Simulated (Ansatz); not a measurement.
A crystal relaxed with r2SCAN in Ansatz 0.2.0 has space group Pm-3m (No. 221) and a = 5.517 Å.

```csv
atom,site,x,y,z
Tl,1a,0.0000,0.0000,0.0000
Xx,1b,0.5000,0.5000,0.5000
Cl,3c,0.5000,0.5000,0.0000
```

With r2SCAN the valence top lies at R and the conduction bottom at X, 0.73 eV higher; the smallest vertical gap, at R, is 0.91 eV. With HSE06 the valence top lies at R and the conduction bottom at X, 1.15 eV higher; the smallest vertical gap, at R, is 1.24 eV. With PBE the valence top lies at R and the conduction bottom at X, 0.64 eV higher; the smallest vertical gap, at R, is 0.75 eV. Meshes: r2SCAN 6×6×6, HSE06 4×4×4, PBE 6×6×6. r2SCAN's ε∞ is 5.5 in all directions.

Problem. Which element is Xx?
A. Pb
B. Sn
C. Hf
D. Zr

Solution. B. Xx is Sn: TlSnCl3 built on the cubic perovskite prototype. Around Tl lie 12 Cl at 3.90 Å; around Sn lie 6 Cl at 2.76 Å; around Cl lie 2 Sn at 2.76 Å and 4 Tl at 3.90 Å.

The cell comes from a prototype generator: it can be a known phase or a hypothetical one. Spin polarisation is off.

Spin-orbit coupling is left out; in compounds of Pb, Bi, Tl or Hg it can lower a gap by up to about 1 eV, split its edges or invert the bands.

The meshes of the hybrids are coarse, so their gaps aren't converged to the digits shown.
